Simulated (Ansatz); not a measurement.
# Y2Zn3N4 — field gradients at the nuclei

The cell is a Materials Project structure (computed, not necessarily an observed phase).

Space group C2/c (No. 15); a = 11.6055, b = 7.1792, c = 6.3457 Å, β = 91.72°.

| site | Wyckoff | site symmetry | x | y | z |
| --- | --- | --- | --- | --- | --- |
| Y | 8f | 1 | 0.3581 | 0.8720 | 0.6416 |
| Zn5 | 8f | 1 | 0.1524 | 0.9159 | 0.0300 |
| Zn9 | 4e | 2 | 0.5000 | 0.2391 | 0.7500 |
| N11 | 8f | 1 | 0.2334 | 0.9206 | 0.3319 |
| N15 | 8f | 1 | 0.4506 | 0.8015 | 0.9758 |

One atom of each set is listed; the run and its k-mesh use a cell of 18 atoms with edges of 6.82, 6.82, 6.35 Å.

Computed with Ansatz: DFT, r2SCAN, plane waves and PAW, scalar-relativistic, 500 eV cutoff, Γ-centred 5×5×5 k-points, Fermi–Dirac smearing 0.02 eV.

Conventions: |V_zz| ≥ |V_yy| ≥ |V_xx|, η = (V_xx − V_yy)/V_zz, C_Q = eQV_zz/h. ν_Q = 3|C_Q|/[2I(2I − 1)].

67Zn: I = 5/2, Q = 122.0 mb; N-14: I = 1, Q = 20.44 mb. Quadrupole moments are those of Pyykkö's year-2017 table.

```csv
site,atoms,first shell,C_Q (MHz),η,ν_Q (MHz)
Zn5,4,3 N at 1.97–2.11 Å,46.2,0.53,6.94
Zn9,2,"2 N at 1.84 Å, angle 162°",-62.5,0.03,9.38
N11,4,"2 Zn at 1.98–2.11 Å, 3 Y at 2.36–2.43 Å",-1.79,0.83,2.68
N15,4,"2 Zn at 1.84–1.97 Å, angle 94°; also 3 Y at 2.40–2.80 Å",-1.45,0.65,2.18
```

At Zn5 V_zz stands upright on the plane through its three neighbours (within 1°). At Zn9 V_zz points along the line of its two bonds (within 2°).

Y has no stable isotope with a ground-state quadrupole moment in the table, so these sites are left out.

At this cell the principal stresses reach 6 GPa in size with r2SCAN, which can matter for small gradients. The largest force is 0.4 eV/Å, so the atoms aren't at the calculated equilibrium and relaxing them would move these values. Without spin–orbit coupling (the program notes it for Y) the gradients are little affected as a rule: paired runs on crystals with a gap mostly move them by under 2 % at such atoms. With these PAW files V_zz is typically within 2 to 3 % of all-electron values, but misses above 10 % occur on Zn.
